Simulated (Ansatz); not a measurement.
# Notes on LaTiO3

```
O Ti La
1.0
     3.89832    0.00000    3.89832
     0.00000    3.89832    0.00000
     3.89832    0.00000   -3.89832
O Ti La
6 2 2
Direct
  0.25000 0.50000 0.25000
  0.75000 0.50000 0.75000
  0.25000 0.50000 0.75000
  0.75000 0.50000 0.25000
  0.00000 0.00000 0.50000
  0.50000 0.00000 0.00000
  0.00000 0.50000 0.50000
  0.50000 0.50000 0.00000
  0.00000 0.00000 0.00000
  0.50000 0.00000 0.50000
```

Single point in Ansatz 0.2.0 with r2SCAN, with U_eff = 3.04 eV on Ti d (atomic projectors), collinear spin. Cutoff 500 eV, PAW datasets, 4×6×4 Γ-centred k mesh, gaussian filling (width 0.0527 eV). The cell carries a charge of +2 e on a uniform background.

The state carries no moments; the state need not be the lowest.

Task: How is the charge shared?

Result: Bader charges in e: La +2.32, Ti +2.48, O -1.27. In the mean Ti gives up most and O takes most.

Task: What is the character of the valence top and the conduction bottom?

Result: Within 0.7 eV of the edges, the states project mainly on O p (93 %) below the gap and on Ti d (84 %) above it.

Task: What do density and ELF say about some of the short contacts?

Result: O–Ti at 1.95 Å: least valence density 0.71 e/Å³ and ELF 0.21 there. La–O at 2.76 Å: least valence density 0.19 e/Å³ and ELF 0.08 there. These are pseudo-fields; inside the PAW spheres they differ from the all-electron ones.

Task: What is the band gap?

Result: The gap is 2.85 eV, indirect or between spins (the least direct gap found is 2.89 eV).

Origin: a database entry at a rescaled volume. Caveats: the input typed no starting moments; charged cell with a uniform background.
